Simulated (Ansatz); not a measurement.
**Zone-centre phonons of BaAs2Ru2: input and output**

These are results of DFT LDA, scalar-relativistic, plane waves, PAW in Ansatz 0.2.0, not measurements.

Launched with:
```bash
ansatz run input.yaml --threads 2 --pin off --max-ram 6144MiB --backend cpu --events-out ev --progress --plain --runs-dir out
```

Input (bare energies are in eV):
```yaml
crystal:
  lattice:
    - [-2.0528853471, 2.0528853471, 5.9937321789]
    - [2.0528853471, -2.0528853471, 5.9937321789]
    - [2.0528853471, 2.0528853471, -5.9937321789]
  atoms:
    - { symbol: Ba, position: [0.0, 0.0, 0.0] }
    - { symbol: As, position: [0.6471781941, 0.6471781941, 0.0] }
    - { symbol: As, position: [0.3528218059, 0.3528218059, 0.0] }
    - { symbol: Ru, position: [0.75, 0.25, 0.5] }
    - { symbol: Ru, position: [0.25, 0.75, 0.5] }
basis:
  ecutwfc: 420
kpoints:
  mp_grid: { grid: [12, 12, 12] }
hamiltonian:
  xc: lda
scf:
  occupations: { method: fermi_dirac, width: 0.15 }
output:
  eigenvalues: true
phonons:
  method: dfpt
  eigenvectors: true
```

Results section of the output:
```
--- Phonons (Γ-DFPT): 6 representative perturbations + reference, on 280 of 1728 k-points (Σ response iterations 20) ---
  k mesh reduced under 4 symmetry operations, with k and −k counted as one. Each operation leaves every solved displacement unchanged or reverses it
  ASR residual: 9.016e-4 → 0.000e0 eV/Å²; symmetrization residual: 8.766e-6 eV/Å²
  ASR residual per site (eV/Å²): 6.77e-5 7.32e-5 7.32e-5 9.02e-4 9.02e-4
  Γ frequencies (cm⁻¹): 0.00 0.00 0.00 84.11 84.11 98.92 146.91 146.91 179.31 233.99 258.22 266.69 266.69 287.03 287.03
  non-analytic LO–TO correction: not included (Born effective charges unavailable; polar crystals: no LO–TO splitting at Γ)
```

It took 15 min on 2 threads of Arm Neoverse V1 (shared host), peak memory 3.9 GiB.

In a metal, frequencies and elastic constants depend on the k mesh and the smearing, soft modes and shear constants most.